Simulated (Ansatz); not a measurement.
**Mg₃Sn₃N: rattling a relaxed structure**

The cell was found from a proposed guess, not taken from experiment.

All numbers below come from DFT PBE, scalar-relativistic, plane waves, PAW in Ansatz. Cutoff 420 eV; k points 12×12×2 on the computed 7-atom cell (Γ-centred); Gaussian smearing, width 0.10 eV; no spin polarisation.

The cell below (7 atoms, space group P3m1 (No. 156)) is relaxed within its symmetry.

```
CELL_PARAMETERS angstrom
3.31523 0.00000 0.00000
-1.65762 2.87108 0.00000
0.00000 0.00000 15.39197
ATOMIC_POSITIONS crystal
Mg 0.66667 0.33333 0.40847
Mg 0.33333 0.66667 0.06926
Mg 0.66667 0.33333 0.93560
Sn 0.00000 0.00000 0.57663
Sn 0.00000 0.00000 0.24668
Sn 0.33333 0.66667 0.76027
N 0.00000 0.00000 0.00310
```

For the test it was strained at random (σ = 1.5 % a component), the atoms were moved at random (σ = 0.15 Å), and all was relaxed again on a coarse 6×6×2 mesh (in the run’s order of axes) with 0.20 eV smearing, with no symmetry imposed.

Question: Is the structure stable against such a distortion?

Answer: It doesn't return. The energy falls by 72 meV/atom on that mesh, the volume changes by -0.2 %, and the end has space group R3m (No. 160) at a loose tolerance. Relaxed again on a 12×12×2 mesh with 0.10 eV smearing, the new structure lies 41 meV/atom below the first (mesh in the axes of the run's cell; the cell below is made exact in the group named). Space group R3m (No. 160), trigonal, a = 3.303 Å, c = 46.018 Å. Around Mg on its first site lie 6 Sn at 3.11–3.13 Å and 6 Mg at 3.30 Å; Mg on its second site is surrounded by 3 N at 2.17 Å, 3 Mg at 2.80 Å and 3 Sn at 3.28 Å; Sn on its first site is surrounded by 1 Sn at 3.01 Å, 3 Mg at 3.13 Å and 6 Sn at 3.30 Å; N has 6 Mg at 2.16–2.17 Å; 3 more sites not described.

Space group R3m:H (No. 160). a = 3.303 Å, b = 3.303 Å, c = 46.018 Å, α = 90.00°, β = 90.00°, γ = 120.00°
```csv
atom,site,symmetry,x,y,z
Mg,3a,3m,0.3333,0.6667,0.2927
Mg,3a,3m,0.6667,0.3333,0.0706
Mg,3a,3m,0.3333,0.6667,0.1151
Sn,3a,3m,0.6667,0.3333,0.2388
Sn,3a,3m,0.3333,0.6667,0.0127
Sn,3a,3m,0.6667,0.3333,0.1734
N,3a,3m,0.0000,0.0000,0.0930
```
